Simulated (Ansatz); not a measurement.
The start is a relaxed MoS2 cell displaced along its unstable phonon at q = (½, ½, ½) of its primitive reciprocal cell (93i cm⁻¹), largest move 0.15 Å. The cell and all atomic positions are relaxed at zero pressure with PBEsol (plane waves to 420 eV, PAW, scalar-relativistic; Ansatz, a first-principles code). The first steps use a coarse 10×10×10 k-mesh.

Input geometry:
```
MoS2
1.0
   -4.71987     4.71987     8.79765
    0.00000     0.00000     8.79765
    0.00000     4.71987     0.00000
Mo S
4 8
Direct
  0.00000   0.50000   0.96822
  0.50000   0.50000   0.03178
  0.50000   0.75000   0.46822
  0.00000   0.75000   0.53178
  0.00000   0.22323   0.99931
  0.50000   0.22323   0.00069
  0.00000   0.47323   0.48488
  0.50000   0.47323   0.51512
  0.00000   0.02677   0.50069
  0.50000   0.02677   0.49931
  0.00000   0.77677   0.01512
  0.50000   0.77677   0.98488
```

Problem. What is the largest force in the starting geometry, and on which atom (counted from 1)?

Solution. 0.33 eV/Å, on S7, S8, S11, S12 (atoms numbered as listed).

Problem. How much energy is released per atom?

Solution. 0.03 eV/atom.

Problem. How does the volume change?

Solution. +6.3 %, from 16.33 to 17.36 Å³/atom.

Problem. Is the parent structure recovered?

Solution. It does not go back: it reaches Pmna (No. 53), 0.04 eV/atom below the parent.

Problem. What does it relax into? Give the structure.

Solution. 
```cif
data_Mo4S8
_chemical_formula_sum 'Mo4 S8'
_space_group_name_H-M_alt 'Pmna'
_space_group_IT_number 53
_space_group_name_Hall '-P 2ac 2'
_cell_length_a 4.70392
_cell_length_b 4.78884
_cell_length_c 9.24788
_cell_angle_alpha 90.000
_cell_angle_beta 90.000
_cell_angle_gamma 90.000
loop_
_atom_site_label
_atom_site_type_symbol
_atom_site_symmetry_multiplicity
_atom_site_Wyckoff_symbol
_atom_site_fract_x
_atom_site_fract_y
_atom_site_fract_z
_atom_site_occupancy
Mo1 Mo 4 h 0.00000 0.81769 0.13423 1
S1 S 4 h 0.00000 0.23134 0.60760 1
S2 S 4 h 0.00000 0.29267 0.11919 1
```

Final values are on a 10×10×5 k-mesh of the relaxed cell. No spin polarisation in the result.

The run could not lose the symmetry of its start, so the end can be a saddle point.

The relaxed structure here is a generated cell of MoS2: the first start was made by placing the elements on the sites of a structure type, and the end was not matched to a known phase here, so it may be hypothetical. Known forms of MoS2 include space group No. 160, 194.
